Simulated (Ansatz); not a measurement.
Task: Name crystals whose computed values (DFT-r²SCAN in the program Ansatz with PAW potentials) fall in these windows: HSE06 gap (eV) 3.5 to 4.8; B₀ by P(V) fit (GPa) 50 to 67.

Result: 

```csv
crystal,HSE06 gap (eV),B₀ by P(V) fit (GPa)
"K2GaAgF6, Fm-3m (K on 8c, Ga on 4a, Ag on 4b, F on 24e)",4.27,57.9
"LiVO2F2, P2_1/m (Pearson symbol mP12)",3.53,50.9
"K2LiRhF6, Fm-3m (K on 8c, Li on 4b, Rh on 4a, F on 24e)",4.45,56.0
"Rb2AgRhF6, Fm-3m (Rb on 8c, Ag on 4b, Rh on 4a, F on 24e)",3.80,56.9
"BaNiF6, R-3m (Ba on 3b, Ni on 3a, F on 18h)",4.07,57.7
```
Others may fit too.

Standing as an ambient phase not checked: K2GaAgF6, Fm-3m (K on 8c, Ga on 4a, Ag on 4b, F on 24e); LiVO2F2, P2_1/m (Pearson symbol mP12); K2LiRhF6, Fm-3m (K on 8c, Li on 4b, Rh on 4a, F on 24e); Rb2AgRhF6, Fm-3m (Rb on 8c, Ag on 4b, Rh on 4a, F on 24e); BaNiF6, R-3m (Ba on 3b, Ni on 3a, F on 18h). All cells were relaxed under the symmetry of their starts (and spin orders); stability against distortions was not tested throughout. Rows with no word on spin ran without spin polarisation. Scalar-relativistic: spin–orbit coupling is off unless named, which matters more the heavier the elements.

Potentials: the later of the program's two PAW sets.
